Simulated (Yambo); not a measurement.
One stored BSE kernel of dimension 2304 for LiNbF6 (space group R-3, No. 148) (Yambo, LDA bands; 4×4×4 mesh, 12 valence and 3 conduction bands, static screening with 66 bands and a 3 Ry block, scissor 4.22 eV, Tamm-Dancoff; broadening 0.15 eV; field along x), solved in several ways.

```tsv
solver	iterations	largest change of Im ε (% of its maximum)	rough time
Haydock, threshold 2 %	4	77	within a factor of two
Haydock, threshold 0.5 %	8	47	within a factor of two
Haydock, threshold 0.1 %	14	15	within a factor of two
Haydock, threshold 0.005 %	34	0.7	1
SLEPc, lowest 10 states	–	no full spectrum	within a factor of two
SLEPc, lowest 60 states	–	no full spectrum	within a factor of two
full diagonalisation	–	reference	about 10×
```

Haydock gives the spectrum without eigenstates, SLEPc the lowest states alone, full diagonalisation everything at a cost that grows as the cube of the dimension. Times include reading the kernel. Times are rough ratios from shared machines. Mesh and scissor weren't tested; the rows compare only with each other.

Spin-orbit coupling is not included.

Geometry of the Materials Project entry, not relaxed at this level; primitive cell a = b = c = 5.4301 Å, α = β = γ = 56.19°.

The structure is a Materials Project entry; no match was found in the copy of COD used, and its stability was not checked.
